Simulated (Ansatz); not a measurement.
## Relaxing a structure of WS2

The start is a relaxed WS2 cell, doubled along one cell vector, shaken by Gaussian noise of σ = 0.08 Å a coordinate. The cell and all atomic positions are relaxed at zero pressure with PBEsol (plane waves to 420 eV, PAW, scalar-relativistic; Ansatz, a quantum-chemistry and plane-wave program). The first steps use a coarse 4×2×7 k-mesh.

Initial structure:
```
WS2
1.0
    5.83127     0.00000     0.00000
    0.00000    11.66254     0.00000
    0.00000     0.00000     3.17378
W S
4 8
Direct
  0.49855   0.25157   0.47508
  0.50366   0.74775   0.47360
  0.01674   0.99462   0.00827
  0.99704   0.49609   0.97161
  0.76003   0.39312   0.52247
  0.83197   0.89217   0.51248
  0.29997   0.35320   0.01674
  0.28915   0.86021   0.97241
  0.69462   0.14832   0.05090
  0.69914   0.64294   0.95651
  0.20618   0.11084   0.48239
  0.22406   0.60898   0.47536
```

How large is the pressure on the unrelaxed cell, and of which sign?

+5 GPa (positive: the cell is compressed).

Which atoms feel the largest initial force, and how large is it?

About 4.5 eV/Å, on S9 (atoms numbered as listed).

How much energy is released per atom?

0.20 eV/atom.

Is the relaxed structure metallic? Give its gap.

Zero (metallic).

Final values are on a 9×8×15 k-mesh of the relaxed cell. No spin polarisation in the result.

The relaxed structure here is a generated cell of WS2: the first start was made by placing the elements on the sites of a structure type, and the end was not matched to a known phase here, so it may be hypothetical. Known forms of WS2 include space group No. 194.
